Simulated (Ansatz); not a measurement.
# In2SiS: rattling a relaxed structure

The structure comes from a proposed guess, relaxed at this level; another structure or a mixture of phases may lie lower.

Method: DFT PBE, scalar-relativistic, plane waves, PAW (Ansatz). Plane waves to 420 eV, a k mesh through Γ of 8×6×6 on the computed 8-atom cell and Gaussian smearing (0.02 eV); no spin polarisation.

The cell below (8 atoms, space group Pmc2_1 (No. 26)) is relaxed within its symmetry.

```cif
data_structure
_symmetry_space_group_name_H-M 'P 1'
_symmetry_Int_Tables_number 1
_cell_length_a 4.4333
_cell_length_b 7.2393
_cell_length_c 6.9912
_cell_angle_alpha 90.000
_cell_angle_beta 90.000
_cell_angle_gamma 90.000
_cell_volume 224.38
loop_
_atom_site_label
_atom_site_type_symbol
_atom_site_fract_x
_atom_site_fract_y
_atom_site_fract_z
_atom_site_occupancy
In1 In 0.00000 0.14905 0.37233 1
In2 In 0.50000 0.32679 0.88267 1
In3 In 0.00000 0.85095 0.87233 1
In4 In 0.50000 0.67321 0.38267 1
Si1 Si 0.00000 0.81199 0.50304 1
Si2 Si 0.00000 0.18801 0.00304 1
S1 S 0.50000 0.32774 0.50196 1
S2 S 0.50000 0.67226 0.00196 1
```

For the test it was strained at random (σ = 1.5 % a component), the atoms were moved at random (σ = 0.15 Å), and all was relaxed again on a coarse 6×4×4 mesh (in the run’s order of axes) with 0.20 eV smearing, with no symmetry imposed.

Question: Is the structure stable against such a distortion?

Answer: It returns, within 1 meV/atom of the unmoved cell on that mesh and with the same symmetry when read at 0.1 Å (P1 at 0.01 Å, so small strains and shifts remain). No instability shows in this cell; modes of other wave vectors, which need another repeat, aren't tested.
